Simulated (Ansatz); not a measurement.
# TiOs under strain

Method: DFT r2SCAN, scalar-relativistic, plane waves, PAW in Ansatz. (500 eV cutoff, 14×14×14 k-mesh, Gaussian smearing of 0.10 eV, no spin polarisation)

The relaxed crystal:

```
Ti Os
1.0
     3.08092    0.00000    0.00000
     0.00000    3.08092    0.00000
     0.00000    0.00000    3.08092
Ti Os
1 1
Cartesian
  1.5405 1.5405 1.5405
  0.0000 0.0000 0.0000
```

Deformation: all cell vectors scaled alike, the atoms relaxed, all within the symmetry that the strain leaves. Energies are extrapolated to zero smearing. Stress is positive in compression, on the Cartesian axes of the cell above.

Spin–orbit coupling is left out, which can shift energies with elements as heavy as these.

| strain (%) | ΔE (meV/atom) | a (Å) | b (Å) | c (Å) | σxx (GPa) | σyy (GPa) | σzz (GPa) |
| --- | --- | --- | --- | --- | --- | --- | --- |
| -3.0 | 107.4 | 2.988 | 2.988 | 2.988 | 29.11 | 29.11 | 29.11 |
| -2.0 | ? | 3.019 | 3.019 | 3.019 | ? | ? | ? |
| -1.0 | ? | 3.050 | 3.050 | 3.050 | ? | ? | ? |
| +0.0 | 0.0 | 3.081 | 3.081 | 3.081 | 0.00 | 0.00 | 0.00 |
| +1.0 | 10.4 | 3.112 | 3.112 | 3.112 | -7.36 | -7.36 | -7.36 |
| +2.0 | 40.4 | 3.143 | 3.143 | 3.143 | -13.75 | -13.75 | -13.75 |
| +3.0 | 88.1 | 3.173 | 3.173 | 3.173 | -19.28 | -19.28 | -19.28 |

Task: Fill in the row at -2.0 %.

Result: ΔE 46.3 meV/atom; σxx 18.13 GPa; σyy 18.13 GPa; σzz 18.13 GPa.

Task: Fill in the row at -1.0 %.

Result: ΔE 11.2 meV/atom; σxx 8.46 GPa; σyy 8.46 GPa; σzz 8.46 GPa.